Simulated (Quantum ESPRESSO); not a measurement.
SnAl2Ti3Ru2, one composition in several site orders

Simulated, not a measurement. The program is pw.x of Quantum ESPRESSO 7.5 (plane-wave density functional theory). The cell is made up: eight metal atoms on a face-centred cubic lattice, with elements, volume, strain and displacements drawn at random and not relaxed, so it may be unstable or far from any real phase. PseudoDojo standard norm-conserving files set the functional (PBE unless stated); there is no spin polarisation or spin-orbit coupling, the Fermi-Dirac width of 0.25 eV means electrons at about 2900 K, and the masses in the input are unused placeholders. The tin pseudopotential is less sure than most, with forces differing by about three percent from a second method on plain tin. A spin test at this wide smearing found no moment, but such smearing suppresses magnetism that the real alloy may have.

The runs put one composition on the sites in different orders. Cell, positions, cutoff, mesh and smearing stay as in the input of run 1; sites are counted in its order. Stress in the tables is positive in tension.

Input of run 1:

```
&control calculation='scf', pseudo_dir='./dojo.nc.sr.pbe.v0_5.standard.upf', outdir='./o', disk_io='minimal', tprnfor=.true., tstress=.true. /
&system ibrav=0, nat=8, ntyp=4, nbnd=58, ecutwfc=84.00895049, nosym=.true., tot_charge=0,
 occupations='smearing', smearing='fd', degauss=0.0183746611
/
&electrons conv_thr=1.470e-08, electron_maxstep=70, mixing_beta=0.5 /
ATOMIC_SPECIES
Al 1.0 Al.upf
Ru 1.0 Ru.upf
Sn 1.0 Sn.upf
Ti 1.0 Ti.upf
CELL_PARAMETERS angstrom
0.0254 -0.0266 -4.1628
4.0932 -0.0001 -0.0254
0.0001 -8.32 -0.0531
ATOMIC_POSITIONS angstrom
Sn -0.0049 -0.0476 0.0178
Al -0.0256 -4.1714 0.0031
Ti 2.0796 -2.0987 -0.0339
Ti 2.0509 -6.2358 0.0011
Ru -0.0121 -2.0779 -2.1246
Al 0.0382 -6.2662 -2.0971
Ru 2.038 -0.0459 -2.0918
Ti 2.081 -4.1786 -2.1252
K_POINTS automatic
6 6 3 1 1 1
```

| run | elements on sites 1 to 8 | free energy less that of run 1 (eV) | -TS (eV) | pressure (GPa) | stress xx (GPa) | stress yy (GPa) | stress zz (GPa) | stress yz (GPa) | stress xz (GPa) | stress xy (GPa) | iterations |
| --- | --- | --- | --- | --- | --- | --- | --- | --- | --- | --- | --- |
| 1 | Sn Al Ti Ti Ru Al Ru Ti | 0.000 | -1.705 | -10.76 | 9.36 | 10.22 | 12.71 | 0.52 | -0.64 | 0.01 | 18 |
| 2 | Ti Ti Al Al Sn Ti Ru Ru | -0.173 | -1.636 | -11.21 | 11.69 | 10.22 | 11.73 | 0.58 | -0.61 | -0.17 | 16 |
| 3 | Ti Al Ti Ru Al Ru Ti Sn | 1.339 | -1.938 | -9.07 | 7.33 | 12.08 | 7.80 | 0.53 | -0.65 | -0.23 | 20 |
| 4 | Al Sn Al Ti Ru Ti Ti Ru | 0.405 | -1.826 | -10.38 | 8.70 | 9.70 | 12.74 | 0.96 | -0.65 | 0.18 | 21 |
| 5 | Ti Ti Sn Ru Al Ti Al Ru | 0.358 | -1.672 | -10.66 | 13.78 | 7.47 | 10.74 | 0.49 | -0.41 | 0.39 | 18 |
| 6 | Ti Sn Ti Ru Al Ti Ru Al | 0.734 | -1.761 | -9.96 | 13.10 | 6.26 | 10.53 | 0.85 | -0.35 | -0.01 | 17 |

Forces Fx Fy Fz (eV/Å):

| site | run 1 | run 2 | run 3 | run 4 | run 5 | run 6 |
| --- | --- | --- | --- | --- | --- | --- |
| 1 | 0.07 -0.17 -0.12 | 0.10 0.71 -0.16 | -0.03 1.53 -0.21 | 0.01 -0.15 -0.01 | 0.03 0.65 -0.08 | 0.01 0.76 -0.10 |
| 2 | 0.29 0.57 -0.12 | 0.12 -0.24 -0.08 | 0.24 -1.45 -0.15 | 0.32 0.46 -0.17 | 0.10 -0.54 -0.08 | 0.31 -0.78 -0.22 |
| 3 | -0.19 -0.01 -0.02 | -0.37 -0.04 -0.10 | -0.35 -0.27 -0.02 | -0.17 0.05 0.04 | -0.44 -0.87 -0.07 | -0.37 0.54 -0.07 |
| 4 | -0.02 -0.24 -0.14 | 0.00 -0.12 -0.11 | -0.03 -0.12 -0.03 | -0.05 -0.13 -0.20 | 0.00 -0.35 -0.13 | -0.04 0.30 -0.11 |
| 5 | -0.02 -1.02 0.11 | 0.29 -0.32 0.37 | 0.24 0.91 0.21 | 0.07 0.76 0.13 | 0.22 -0.87 0.24 | 0.20 1.33 0.24 |
| 6 | -0.10 -0.10 0.06 | -0.08 -0.05 0.03 | 0.00 -0.65 0.01 | -0.15 0.09 0.09 | -0.03 0.45 0.01 | 0.03 -1.35 0.04 |
| 7 | 0.10 0.51 0.07 | -0.03 0.59 0.05 | 0.14 1.56 -0.03 | 0.16 -0.94 0.05 | 0.10 1.68 0.01 | 0.02 -0.10 0.10 |
| 8 | -0.13 0.46 0.18 | -0.03 -0.53 0.00 | -0.21 -1.50 0.21 | -0.19 -0.15 0.06 | 0.03 -0.14 0.09 | -0.16 -0.70 0.13 |

The sites are displaced and not relaxed, so the energy differences hold strain from misfit and are not ordering energies. A rerun of one cell of this series at a higher cutoff and on a denser mesh moved values by no more than 0.003 eV in energy, 0.03 GPa in stress and 0.003 eV/Å in force, and a second program with other atomic files agreed on that cell to 2 % rms in force and 0.5 GPa in pressure.